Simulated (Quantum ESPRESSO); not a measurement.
Kohn-Sham bands of SnI$_{4}$ (P-43m)

```xyz
5
Lattice="6.3636 0.0000 0.0000 0.0000 6.3636 0.0000 0.0000 0.0000 6.3636" Properties=species:S:1:pos:R:3 pbc="T T T"
Sn     0.0000     0.0000     0.0000
I      1.5513    -1.5513    -1.5513
I     -1.5513    -1.5513     1.5513
I     -1.5513     1.5513    -1.5513
I      1.5513     1.5513     1.5513
```

Structure: Materials Project mp-571436, symmetrised, not relaxed again. COD (Crystallography Open Database) has the formula in 2 space groups, this one among them (matched by group alone). Computed values, not measurements, from PBEsol: Quantum ESPRESSO (norm-conserving PseudoDojo potentials, cutoff 58 Ry, no spin polarisation, no spin-orbit coupling) on a Γ-centred 4×4×4 mesh, then Wannier90. Density: 6×6×6 mesh, cold smearing 0.01 Ry. Spin-orbit coupling is left out although heavy elements are present.

Energies are relative to the valence-band maximum; weights are on the orthonormalised atomic waves of the pseudopotential files, averaged over the group. 42 electrons a cell are treated as valence.

Into which isolated groups do the bands fall, where do they lie and what are they made of?


```tsv
bands	from (eV)	to (eV)	filling	weight on atomic waves
1–5	-21.20	-21.13	filled	Sn 4d 100 %
6	-12.00	-11.79	filled	I 5s 80 %, Sn 5s 17 %
7–9	-11.28	-11.13	filled	I 5s 91 %, Sn 5p 9 %
10	-6.37	-6.24	filled	Sn 5s 48 %, I 5p 33 %, I 5s 18 %
11–13	-2.90	-2.42	filled	I 5p 70 %, Sn 5p 25 %
14–21	-1.60	0.00	filled	I 5p 99 %
22	1.23	2.15	empty	I 5p 63 %, Sn 5s 32 %
23–25	3.91	4.88	empty	Sn 5p 55 %, I 5p 28 %, I 5s 5 %
```

The Kohn-Sham gap over both meshes and the path is 1.23 eV.
